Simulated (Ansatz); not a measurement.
The elements of this relaxed trial crystal are hidden behind letters.

```
lattice vectors (Å)
   3.1431    0.0000    0.0000
  -1.5715    2.7220    0.0000
   0.0000    0.0000   16.4601
fractional positions
X 0.0000 0.0000 0.1283
X 0.3333 0.6667 0.3703
X 0.6667 0.3333 0.5708
X 0.3333 0.6667 0.9010
Z 0.0000 0.0000 0.9947
Z 0.0000 0.0000 0.2620
Z 0.0000 0.0000 0.4757
Z 0.3333 0.6667 0.6847
Z 0.0000 0.0000 0.7859
```

Level of theory: Ansatz, DFT PBE+D3(BJ), scalar-relativistic, plane waves, PAW. Cutoff 420 eV, Γ-centred 12×12×4 mesh (9-atom cell), Gaussian smearing of 0.10 eV, no spin polarisation.

| Item | Value |
| --- | --- |
| Space group | P3m1 (No. 156) |
| Conventional cell | a = 3.143 Å, c = 16.460 Å |
| Volume per atom | 15.65 Å³ |
| Density | 2.22 g/cm³ |
| Formation energy | −0.40 eV/atom |
| Gap on the 12×12×4 mesh of the 9-atom cell | 0 eV (a metal) |

Energies are uncorrected and count from the elements' standard states at the same level.

Problem. X is an s-block element of period 2 and Z is a p-block element of period 3. Which elements are they?

Solution. X = Li, Z = S, so the formula is Li4S5. Density times volume gives a mean mass of 2.22 × 15.65/1.6605 = 20.9 u per atom, and this set has 20.9 u. Among the elements that the hints allow, noble gases aside, only these give it. Around Li on its first site lie 2 S at 2.20 Å; around Li on its second site lie 6 S at 2.51–2.54 Å; S on its first site has 1 Li at 2.20 Å and 3 Li at 2.38 Å; 6 more sites not described.

The cell is a metal run without spin; a magnetic state may lie lower. Symmetry constrained the relaxation, so the result can be a saddle point.
